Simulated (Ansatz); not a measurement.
Starting cell, CoSn (CoSn type, space group P6/mmm):

```xyz
6
Lattice="5.2940 0.0000 0.0000 -2.6470 4.5847 0.0000 0.0000 0.0000 4.2354" Properties=species:S:1:pos:R:3 pbc="T T T"
Co     2.6470     0.0000     0.0000
Co     1.3235     2.2924     0.0000
Co    -1.3235     2.2924     0.0000
Sn     0.0000     0.0000     0.0000
Sn     0.0000     3.0565     2.1177
Sn     2.6470     1.5282     2.1177
```

In each cell atom 1 (Co, nearest neighbour Sn at 2.612 Å; its periodic images, 4.2 Å or more away, move with it) moves by s·(0.000, 0.000, 1.000) (along Cartesian z), the rest being held.

The numbers are results of PBE (plane waves to 420 eV, PAW, scalar-relativistic; Ansatz, a program for electronic structure), not measurements. k mesh 8×8×9 (Γ-centred), Fermi-Dirac smearing 0.05 eV. E stands for the smeared free energy. Compression counts positive. With partly filled bands, energies and forces of such displacements shift with the k mesh and the smearing. F∥ is the force on the atom along that direction. CoSn is run without spin polarisation. CoSn was relaxed with its symmetry unable to fall. The zero of ΔE is the undisplaced structure.

```csv
s (Å),ΔE (meV/cell),F∥ (eV/Å),P (GPa)
-0.520,1228,5.969,6.6
-0.416,708,4.101,4.1
-0.312,361,2.635,2.2
-0.208,148,1.524,1.0
-0.104,35,0.685,0.2
0.000,0,0.000,0.0
0.104,35,-0.685,0.2
0.208,148,-1.524,1.0
0.312,361,-2.635,2.2
0.416,708,-4.101,4.1
0.520,1228,-5.969,6.6
```

Summary:

* **Energy at s = 0.520 Å**: 1228 meV/cell
* **Force along the line at s = -0.520 Å**: 5.97 eV/Å
* **Symmetry of the curve**: even: the same for both signs
* **Shape of the curve**: a single well with its minimum at or next to zero displacement
* **Force constant k = d²E/ds² at s = 0 (finite differences)**: 6.34 eV/Å²
* **Harmonic estimate at the end of the scan**: ½ks² = 857 meV/cell against the computed 1228 meV/cell, so the well is stiffer than harmonic there

(A displaced cell: forces are minus the slopes of the energy, force constants its curvatures, and phonons follow from these.)
